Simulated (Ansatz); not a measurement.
Relaxation of a relaxed ZrCu cell shaken by Gaussian noise of σ = 0.08 Å a coordinate; 8 atoms in the cell, which starts as P1 (No. 1), aP8; a = b = 5.2568 Å, c = 5.4324 Å, α = β = γ = 90.00°. Level of theory: PBE (plane waves to 420 eV, PAW, scalar-relativistic; Ansatz, a first-principles code). Γ-centred k-mesh 6×6×6 on the run's cell (coarser than for final values), Fermi–Dirac smearing 0.05 eV. This is the first round of the run. 

The optimiser's lines from the output (shortened; P is positive under compression):

```
relax step   1: F+E_penalty+E_count = -43234.65922480 eV  Δ(F+E_penalty+E_count) = +0.000e0 eV  max|allowed force component| = 9.334e-1 eV/Å  Δτ_max = 0.0000 Å  P = +0.767 GPa  Ω = 150.120 Å³  (9 SCF iters, dr2 threshold 1.00e-7 eV, accepted)
relax step   2: F+E_penalty+E_count = -43234.92901326 eV  Δ(F+E_penalty+E_count) = -2.698e-1 eV  max|allowed force component| = 5.310e-1 eV/Å  Δτ_max = 0.1885 Å  P = +1.546 GPa  Ω = 148.189 Å³  (9 SCF iters, dr2 threshold 8.00e-7 eV, accepted)
relax step   3: F+E_penalty+E_count = -43235.19656297 eV  Δ(F+E_penalty+E_count) = -2.675e-1 eV  max|allowed force component| = 3.507e-1 eV/Å  Δτ_max = 0.2000 Å  P = -0.115 GPa  Ω = 149.141 Å³  (9 SCF iters, dr2 threshold 8.00e-7 eV, accepted)
relax step   4: F+E_penalty+E_count = -43235.45516760 eV  Δ(F+E_penalty+E_count) = -2.586e-1 eV  max|allowed force component| = 4.196e-1 eV/Å  Δτ_max = 0.1951 Å  P = -0.239 GPa  Ω = 148.058 Å³  (9 SCF iters, dr2 threshold 8.00e-7 eV, accepted)
relax step   5: F+E_penalty+E_count = -43235.80304927 eV  Δ(F+E_penalty+E_count) = -3.479e-1 eV  max|allowed force component| = 6.299e-1 eV/Å  Δτ_max = 0.2000 Å  P = -0.150 GPa  Ω = 145.929 Å³  (9 SCF iters, dr2 threshold 8.00e-7 eV, accepted)
relax step   6: F+E_penalty+E_count = -43236.25252875 eV  Δ(F+E_penalty+E_count) = -4.495e-1 eV  max|allowed force component| = 5.737e-1 eV/Å  Δτ_max = 0.1946 Å  P = -0.347 GPa  Ω = 143.708 Å³  (9 SCF iters, dr2 threshold 8.00e-7 eV, accepted)
relax step   7: F+E_penalty+E_count = -43236.68026729 eV  Δ(F+E_penalty+E_count) = -4.277e-1 eV  max|allowed force component| = 3.953e-1 eV/Å  Δτ_max = 0.1944 Å  P = -0.267 GPa  Ω = 141.224 Å³  (9 SCF iters, dr2 threshold 8.00e-7 eV, accepted)
relax step   8: F+E_penalty+E_count = -43236.90983517 eV  Δ(F+E_penalty+E_count) = -2.296e-1 eV  max|allowed force component| = 3.128e-1 eV/Å  Δτ_max = 0.1946 Å  P = +1.526 GPa  Ω = 137.671 Å³  (9 SCF iters, dr2 threshold 8.00e-7 eV, accepted)
relax step   9: F+E_penalty+E_count = -43237.03105670 eV  Δ(F+E_penalty+E_count) = -1.212e-1 eV  max|allowed force component| = 1.177e-1 eV/Å  Δτ_max = 0.2000 Å  P = -0.537 GPa  Ω = 139.366 Å³  (9 SCF iters, dr2 threshold 8.00e-7 eV, accepted)
relax step  10: F+E_penalty+E_count = -43237.01919704 eV  Δ(F+E_penalty+E_count) = +1.186e-2 eV  max|allowed force component| = 2.466e-1 eV/Å  Δτ_max = 0.1909 Å  P = -1.308 GPa  Ω = 140.111 Å³  (8 SCF iters, dr2 threshold 8.00e-7 eV, rejected (line search))
relax step  11: F+E_penalty+E_count = -43237.07706352 eV  Δ(F+E_penalty+E_count) = -4.601e-2 eV  max|allowed force component| = 1.072e-1 eV/Å  Δτ_max = 0.0954 Å  P = -0.395 GPa  Ω = 139.214 Å³  (13 SCF iters, accepted)
relax step  12: F+E_penalty+E_count = -43237.11272972 eV  Δ(F+E_penalty+E_count) = -3.567e-2 eV  max|allowed force component| = 5.073e-2 eV/Å  Δτ_max = 0.1000 Å  P = -0.151 GPa  Ω = 139.098 Å³  (9 SCF iters, dr2 threshold 8.00e-7 eV, accepted)
relax step  13: F+E_penalty+E_count = -43237.12119951 eV  Δ(F+E_penalty+E_count) = -8.470e-3 eV  max|allowed force component| = 1.515e-2 eV/Å  Δτ_max = 0.0494 Å  P = -0.015 GPa  Ω = 139.111 Å³  (8 SCF iters, dr2 threshold 8.00e-7 eV, accepted)
relax step  14: F+E_penalty+E_count = -43237.12166860 eV  Δ(F+E_penalty+E_count) = -4.691e-4 eV  max|allowed force component| = 2.721e-3 eV/Å  Δτ_max = 0.0100 Å  P = -0.005 GPa  Ω = 139.109 Å³  (8 SCF iters, dr2 threshold 1.43e-8 eV, accepted)
relax step  15: F+E_penalty+E_count = -43237.15060751 eV  Δ(F+E_penalty+E_count) = -2.894e-2 eV  max|allowed force component| = 3.789e-3 eV/Å  Δτ_max = 0.0000 Å  P = +0.431 GPa  Ω = 139.109 Å³  stress off target by 1.22e0 GPa  SCF on the basis re-selected at this cell (its energy is not comparable with the rows above)  (9 SCF iters)
relax step  16: F+E_penalty+E_count = -43237.15738467 eV  Δ(F+E_penalty+E_count) = -6.777e-3 eV  max|allowed force component| = 2.549e-2 eV/Å  Δτ_max = 0.0229 Å  P = -0.352 GPa  Ω = 139.975 Å³  (7 SCF iters, dr2 threshold 8.00e-7 eV, accepted)
relax step  17: F+E_penalty+E_count = -43237.15879716 eV  Δ(F+E_penalty+E_count) = -1.412e-3 eV  max|allowed force component| = 7.562e-3 eV/Å  Δτ_max = 0.0138 Å  P = +0.080 GPa  Ω = 139.488 Å³  (6 SCF iters, dr2 threshold 7.99e-7 eV, accepted)
relax step  18: F+E_penalty+E_count = -43237.15885950 eV  Δ(F+E_penalty+E_count) = -6.233e-5 eV  max|allowed force component| = 1.786e-3 eV/Å  Δτ_max = 0.0027 Å  P = -0.012 GPa  Ω = 139.588 Å³  (6 SCF iters, dr2 threshold 5.63e-8 eV, accepted)
relax step  19: F+E_penalty+E_count = -43237.15886585 eV  Δ(F+E_penalty+E_count) = -6.355e-6 eV  max|allowed force component| = 1.094e-3 eV/Å  Δτ_max = 0.0006 Å  P = +0.000 GPa  Ω = 139.575 Å³  (6 SCF iters, dr2 threshold 1.53e-9 eV, accepted)
relax step  20: F+E_penalty+E_count = -43237.15898296 eV  Δ(F+E_penalty+E_count) = -1.171e-4 eV  max|allowed force component| = 1.115e-3 eV/Å  Δτ_max = 0.0000 Å  P = +0.001 GPa  Ω = 139.575 Å³  stress off target by 2.64e-3 GPa  SCF on the basis re-selected at this cell (its energy is not comparable with the rows above)  (10 SCF iters)
```

From the first to the last row the energy changes by -0.31 eV/atom and the volume by -7.0 %. The last row is marked as not comparable with the walk above it, whose basis was carried along; it does compare with step 1, since both stand on a basis selected at the nominal cutoff for their own cell.

Step 10 was rejected by the optimiser.

Later rounds, restarted from the end of this one on a renewed k-mesh, logged 10 more steps and released under 0.01 eV/atom more. The final structure after all rounds: C2/m (No. 12), mS16; a = 8.889 Å, b = 6.533 Å, c = 4.807 Å, α = γ = 90.00°, β = 90.57°. Between re-selections the logged energies stand on a plane-wave basis carried along with the cell. No spin polarisation in the result.

The relaxed structure here is a generated cell of ZrCu: the first start was made by placing the elements on the sites of a structure type, and the end was not matched to a known phase here, so it may be hypothetical.
